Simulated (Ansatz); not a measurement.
Relaxed-ion elastic tensor of WS$_{2}$ in space group P6_3/mmc (No. 194; W on 2c, S on 4f) in GPa (Voigt order), LDA in the plane-wave PAW code Ansatz; density 8.00 g/cm³, 17.15 Å³ per atom.

```csv
,1,2,3,4,5,6
1,263,56.3,10.5,0.0,0.0,0.0
2,56.3,263,10.5,0.0,0.0,0.0
3,10.5,10.5,51.4,0.0,0.0,0.0
4,0.0,0.0,0.0,20.4,0.0,0.0
5,0.0,0.0,0.0,0.0,20.4,0.0
6,0.0,0.0,0.0,0.0,0.0,103
```

Is the crystal mechanically stable?

Yes: the smallest eigenvalue of C is 20.4 GPa.

Work out the Voigt, Reuss and Hill averages.

K_V = 81.2, K_R = 42.6, K_H = 61.9; G_V = 62.1, G_R = 33.8, G_H = 48.0 GPa.

Give Young's modulus, Poisson's ratio, Pugh's ratio and the universal anisotropy index.

E = 9KG/(3K + G) = 114 GPa; ν = 0.19; K/G = 1.29 (brittle by the Pugh limit of 1.75); A_U = 5G_V/G_R + K_V/K_R − 6 = 5.08.

Estimate the sound speeds and the Debye temperature.

v_l = √((K + 4G/3)/ρ) = 3970 m/s, v_t = √(G/ρ) = 2450 m/s, mean 2700 m/s; Θ = (h/k)(3n/4πV)^(1/3) v_m = 312 K.

Solve the Christoffel equation for the three sound speeds along x, y, z.

Eigenvalues of C_ijkl n_j n_l equal ρv². In km/s, slowest first: x 1.60, 3.59, 5.73; y 1.60, 3.59, 5.73; z 1.60, 1.60, 2.53.

How much does each axis shrink under pressure?

Linear compressibilities β_i = Σ_j S_ij (j = 1 to 3): x 2.5, y 2.5, z 18 per TPa.

The LDA relaxation kept the symmetry of its start; phonons on a q-mesh show no instability. No spin polarisation was allowed. A crystal of weakly bound layers computed without a dispersion correction: the cell and the soft elastic constants depend strongly on that. Scalar-relativistic: spin–orbit coupling is off unless named, which matters more the heavier the elements.

Potentials: the later of the program's two PAW sets.
